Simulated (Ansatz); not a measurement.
A plane-wave DFT run in Ansatz 0.2.0 (scalar-relativistic PAW potentials unless the input names others): input and command.

```yaml
crystal:
  lattice:
    - [0.0, 2.8016907857, 2.8016907857]
    - [2.8016907857, 0.0, 2.8016907857]
    - [2.8016907857, 2.8016907857, 0.0]
  atoms:
    - { symbol: Ga, position: [0.0, 0.0, 0.0] }
    - { symbol: As, position: [0.75, 0.75, 0.75] }
basis:
  ecutwfc: 420
kpoints:
  mp_grid: { grid: [12, 12, 12] }
hamiltonian:
  xc: lda
  hubbard: { sites: [{ species: Ga, l: p, u_eff: 20.0 }] }
scf:
  occupations: { method: gaussian, width: 0.02 }
  max_iter: 50
output:
  forces: true
  eigenvalues: true
  stress: true
```

```bash
ansatz run input.yaml --threads 4 --pin off --max-ram 8192MiB --backend cpu --events-out ev --progress --plain --runs-dir out
```

Abridged log:
```
Basis set: ecut = 420 eV, 869 PW (Γ)
Bands: 18, of which v1, the nominal top of the filled ones, is band 14 counted from 1 (13 counted from 0)
Symmetry: 24 space group operations
k-points: 72 of 1728 (time reversal used)
SCF iter   1: F=—  HF=-8471.408794 eV  |F-HF|=—  |Δ(HF+E_count)|=         —  Δρ=6.30e-2  dr2=2.37e0  ethr=3.10e-3  ⟨swp⟩=5.9  Hψ=6110  notcnv=0
SCF iter   2: F=—  HF=-8470.488222 eV  |F-HF|=—  |Δ(HF+E_count)|=   9.21e-1  Δρ=2.00e-2  dr2=1.42e-1  ethr=3.10e-3  ⟨swp⟩=3.1  Hψ=2844  notcnv=0
SCF iter   3: F=—  HF=-8470.434515 eV  |F-HF|=—  |Δ(HF+E_count)|=   5.37e-2  Δρ=4.47e-3  dr2=9.82e-3  ethr=5.06e-4  ⟨swp⟩=2.0  Hψ=2634  notcnv=0
SCF iter   4: F=—  HF=-8470.431070 eV  |F-HF|=—  |Δ(HF+E_count)|=   3.45e-3  Δρ=1.89e-3  dr2=1.22e-3  ethr=3.51e-5  ⟨swp⟩=2.4  Hψ=2623  notcnv=0
SCF iter   5: F=—  HF=-8470.431242 eV  |F-HF|=—  |Δ(HF+E_count)|=   1.73e-4  Δρ=6.12e-4  dr2=1.04e-4  ethr=4.36e-6  ⟨swp⟩=2.1  Hψ=2240  notcnv=0
SCF iter   6: F=—  HF=-8470.431189 eV  |F-HF|=—  |Δ(HF+E_count)|=   5.28e-5  Δρ=1.07e-4  dr2=3.58e-6  ethr=3.72e-7  ⟨swp⟩=2.0  Hψ=2350  notcnv=0
SCF iter   7: F=—  HF=-8470.431204 eV  |F-HF|=—  |Δ(HF+E_count)|=   1.49e-5  Δρ=1.95e-5  dr2=1.34e-7  ethr=1.28e-8  ⟨swp⟩=3.0  Hψ=2448  notcnv=0
SCF iter   8: F=-8470.431205 eV  HF=-8470.431205 eV  |F-HF|=4.83e-9  |Δ(HF+E_count)|=   5.27e-7  Δρ=3.25e-6  dr2=4.99e-9  ethr=3.57e-10  ⟨swp⟩=7.2  Hψ=6786  notcnv=0
SCF 1 converged in 8 iterations: F = -8470.431205 eV  dr2 = 4.99e-9
SCF converged after 8 iterations
Free energy (F): -8470.431205 eV
Harris-Foulkes:  -8470.431205 eV  (|F-HF|=4.83e-9)
Internal energy: -8470.431185 eV  (E = F + TS)
E sigma→0 (E₀):  -8470.431195 eV
Entropy (-TS):   -0.000020 eV (-0.010 meV/atom)
Fermi energy:    9.503086 eV
--- Forces (eV/Å), atoms counted from 1 ---
  atom   1  Ga     0.00000000     0.00000000     0.00000000
  atom   2  As     0.00000000     0.00000000     0.00000000
--- Stress (GPa, compression-positive) ---
       18.671325       0.000000       0.000000
        0.000000      18.671325       0.000000
        0.000000       0.000000      18.671325
  P = ⅓ Tr σ = 18.6713 GPa (186.713 kbar)
Occupation matrices written to <dir>
```

Task: Find the fault.

Result: The fault is an enormous or negative U (hamiltonian.hubbard: not typed → {"sites": [{"species": "Ga", "l": "p", "u_eff": 20.0}]}, the first being the value of the sound run). Setting it back cures it. The run converged all the same, with an energy at zero smearing 5.4 eV/atom above the reference's (the Hamiltonian itself differs), pressure 18.67 GPa, largest force 0.000 eV/Å, no gap on the mesh, so convergence alone doesn't show that an input is right. A reference run on usual settings, whose relaxation ended at this geometry, converged, and the end of its own relaxation has pressure -0.01 GPa, largest force 0.000 eV/Å, gap on the mesh 0.49 eV.

Time: 2.4 s on 4 threads of Arm Neoverse V1 (shared host), peak memory 0.39 GiB.